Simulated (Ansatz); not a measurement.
A trial cell of AlO₂, before relaxation:

```
Al O
1.0
     1.30476    0.75330    6.17046
    -1.30476    0.75330    6.17046
     0.00000   -1.50660    6.17046
Al O
1 2
Cartesian
  0.0000 0.0000 0.0000
  0.0000 0.0000 11.1298
  0.0000 0.0000 7.3816
```

Theory: DFT PBE, scalar-relativistic, plane waves, PAW (Ansatz). Cutoff 420 eV, Gaussian smearing, Γ-centred meshes. Cell and atoms relax first on a coarse mesh and then on a finer one. In between, the cell is made exact in the group found at 0.06 Å. In metals the finer mesh still leaves noise of several meV/atom or more. The steps can't lower the symmetry of their start. Collinear spin is switched on along the way, since trial moments persisted in a coarse test.

A guess keeps its type if space group and coordination stay and the shape of the cell changes little (axis ratios within about 15 %, angles within 6°); the volume may change.

Question: Does it keep its structure type, or change into something else?

Answer: It doesn't keep its type. The symmetry stays R-3m (No. 166). The volume per atom shrinks by 18.1 %, from 12.1 to 9.9 Å³. The shortest distance goes from 1.93 Å (Al–O) to 1.92 Å (Al–O). The ratio c/a of the conventional cell changes by a factor of 0.58. Counting neighbours within 15 % of an atom's shortest distance, the start has Al 6, O 3 and the end Al 6, O 3. In detail, at the end around Al lie 6 O at 1.92 Å; O is surrounded by 3 Al at 1.92 Å, 1 O at 2.21 Å and 3 O at 2.48 Å.

```cif
data_structure
_symmetry_space_group_name_H-M 'R-3m:H'
_symmetry_Int_Tables_number 166
_cell_length_a 2.9241
_cell_length_b 2.9241
_cell_length_c 12.0783
_cell_angle_alpha 90.000
_cell_angle_beta 90.000
_cell_angle_gamma 120.000
_cell_volume 89.44
loop_
_atom_site_label
_atom_site_type_symbol
_atom_site_symmetry_multiplicity
_atom_site_Wyckoff_symbol
_atom_site_fract_x
_atom_site_fract_y
_atom_site_fract_z
_atom_site_occupancy
Al1 Al 3 a 0.00000 0.00000 0.00000 1
O1 O 6 c 0.66667 0.33333 0.92480 1
```

The zero of energy is the elements' standard structures at the same level (O₂ as a molecule); no fitted shifts are applied.

Question: At what energy does it end?

Answer: −2.04 eV/atom. Whether it is stable depends on the other phases of the system, which aren't compared here.

The last run used collinear spin, an 18×18×18 mesh for its 3-atom cell and Gaussian smearing of 0.10 eV. Weakly bound directions are ill-defined at this level, which has no dispersion term. The magnetic state reached may not be the lowest. Symmetry constrained the relaxation, so the result can be a saddle point.
